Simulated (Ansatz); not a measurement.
Cr2C in space group P-3m1 (No. 164; Cr on 2d, C on 1b), DFT-PBEsol in the program Ansatz with PAW potentials, all energies at zero smearing, with the estimated change up to a 700 eV cutoff added, with one set of potentials and settings (totals compare only within such a set). Cell of 3 atoms (2 Cr, 1 C): -6945.437 eV.

| element | reference phase | E (eV/atom) |
|---|---|---|
| Cr | Im-3m, 1 atoms in the cell | -3349.1978 |
| C | P6_3/mmc, 4 atoms in the cell | -246.6950 |

Formation energy per atom, worked out: (-6945.437 − 2×(-3349.1978) − 1×(-246.6950))/3 = -0.115 eV/atom (-11 kJ per mol of atoms), at 0 K, without zero-point energy or fitted corrections.

The first step of the workflow began from a Materials Project structure, measured or hypothetical; the Crystallography Open Database copy checked does not list it. Its standing as an ambient phase is unchecked. Symmetry was held in the PBEsol relaxation; of distortions, only those at the zone centre were tested. The run is not spin-polarised. The references are the lowest solids computed at this level, not always the standard phases.

Potentials: the later of the program's two PAW sets.
